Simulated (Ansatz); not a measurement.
# Ta₂ZnTe₄: reading a single point

```
CELL_PARAMETERS angstrom
0.00000 6.04003 0.00000
6.04003 0.00000 0.00000
3.02002 3.02002 -6.15132
ATOMIC_POSITIONS crystal
Ta 0.50000 0.50000 0.00000
Zn 0.00000 0.00000 0.00000
Ta 0.75000 0.25000 0.50000
Te 0.37500 0.37500 0.75000
Te 0.62500 0.12500 0.25000
Te 0.87500 0.87500 0.75000
Te 0.12500 0.62500 0.25000
```

Single point in Ansatz 0.2.0 with r2SCAN, no spin polarisation. Cutoff 500 eV, PAW datasets, 6×6×6 Γ-centred k mesh, gaussian filling (width 0.056 eV).

Problem. What is the formation energy?

Solution. 0.22 eV an atom against the elements' usual phases (free molecules for gases, crystals otherwise, with no correction for O₂ or N₂), so at this geometry it isn't bound against them. Relaxing would lower it.

Problem. What does the stress say?

Solution. The pressure is 2.9 GPa (compression positive), so with the atoms held at these fractions the cell would first expand. The principal stresses 1.8, 3.4, 3.4 GPa differ, so its shape would change too.

Problem. Metal or insulator?

Solution. It is a metal, with about 8.6 states/eV a cell as the mean within 0.25 eV of the Fermi level, mostly Ta d (80 %).

Problem. Where is the largest force?

Solution. The largest is on Te4 (and as large on other atoms): 0.62 eV/Å, components (0.18, -0.55, 0.23). It makes 124° with the line to a nearest neighbour, Ta1 at 2.63 Å.

Problem. Describe some of the short contacts.

Solution. Ta–Te at 2.63 Å: least valence density 0.54 e/Å³ and ELF 0.51 there. Zn–Te at 2.63 Å: least valence density 0.37 e/Å³ and ELF 0.46 there. Both are smooth PAW fields, read partly inside the augmentation spheres.

Problem. Give the Bader charges.

Solution. Bader charges in e: Ta +1.20, Zn +0.48, Te -0.72. In the mean Ta gives up most and Te takes most.

Origin: a known structure type with other elements, at an estimated volume, so it need not be a known compound. Caveats: many states at the Fermi level without spin polarisation, so a magnetic state may lie lower.
